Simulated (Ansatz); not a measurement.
Relaxation of a generated cell, Hf placed in the AFLOW prototype A_oF8_70_a; 2 atoms in the cell, which starts as Fddd, origin choice 1 (No. 70), oF8; a = 3.1267 Å, b = 5.7097 Å, c = 10.0589 Å, α = β = γ = 90.00°. Calculation: PBE (plane waves to 420 eV, PAW, scalar-relativistic; Ansatz, a quantum-chemistry and plane-wave program). Γ-centred k-mesh 12×12×12 on the run's cell (coarser than for final values), Fermi–Dirac smearing 0.05 eV. This is the first round of the run. 

The optimiser's lines from the output (shortened; P is positive under compression):

```
relax step   1: F+E_penalty+E_count = -31444.07389566 eV  Δ(F+E_penalty+E_count) = +0.000e0 eV  max|allowed force component| = 5.551e-17 eV/Å  Δτ_max = 0.0000 Å  P = -0.042 GPa  Ω = 44.894 Å³  (8 SCF iters, dr2 threshold 1.00e-7 eV, accepted)
relax step   2: F+E_penalty+E_count = -31444.10694165 eV  Δ(F+E_penalty+E_count) = -3.305e-2 eV  max|allowed force component| = 1.093e-16 eV/Å  Δτ_max = 0.0000 Å  P = +0.448 GPa  Ω = 44.625 Å³  (6 SCF iters, dr2 threshold 2.00e-7 eV, accepted)
relax step   3: F+E_penalty+E_count = -31444.10745836 eV  Δ(F+E_penalty+E_count) = -5.167e-4 eV  max|allowed force component| = 1.067e-16 eV/Å  Δτ_max = 0.0000 Å  P = -0.449 GPa  Ω = 45.030 Å³  (5 SCF iters, dr2 threshold 2.00e-7 eV, accepted)
relax step   4: F+E_penalty+E_count = -31444.10781169 eV  Δ(F+E_penalty+E_count) = -3.533e-4 eV  max|allowed force component| = 1.093e-16 eV/Å  Δτ_max = 0.0000 Å  P = +0.060 GPa  Ω = 44.798 Å³  (4 SCF iters, dr2 threshold 2.00e-7 eV, accepted)
relax step   5: F+E_penalty+E_count = -31444.10780937 eV  Δ(F+E_penalty+E_count) = +2.322e-6 eV  max|allowed force component| = 1.076e-16 eV/Å  Δτ_max = 0.0000 Å  P = +0.001 GPa  Ω = 44.825 Å³  (4 SCF iters, dr2 threshold 9.63e-9 eV, accepted)
relax step   6: F+E_penalty+E_count = -31444.10778889 eV  Δ(F+E_penalty+E_count) = +2.047e-5 eV  max|allowed force component| = 1.076e-16 eV/Å  Δτ_max = 0.0000 Å  P = -0.002 GPa  Ω = 44.825 Å³  stress off target by 9.10e-3 GPa  SCF on the basis re-selected at this cell (its energy is not comparable with the rows above)  (7 SCF iters)
```

From the first to the last row the energy changes by -0.02 eV/atom and the volume by -0.2 %. The last row is marked as not comparable with the walk above it, whose basis was carried along; it does compare with step 1, since both stand on a basis selected at the nominal cutoff for their own cell.

Later rounds, restarted from the end of this one on a renewed k-mesh, logged 4 more steps and released under 0.01 eV/atom more. The final structure after all rounds: Fddd, origin choice 1 (No. 70), oF8, AFLOW prototype A_oF8_70_a; a = 3.1325 Å, b = 5.5084 Å, c = 10.3968 Å, α = β = γ = 90.00°. Between re-selections the logged energies stand on a plane-wave basis carried along with the cell. No spin polarisation in the result.

The run could not lose the symmetry of its start: the end is stationary, and may be a saddle point rather than a minimum.

All atoms sit on sites fixed by symmetry, so only the cell could relax.

The relaxed structure here is a generated cell of Hf: the first start was made by placing the elements on the sites of a structure type, and the end was not matched to a known phase here, so it may be hypothetical. Known forms of Hf include space group No. 194.
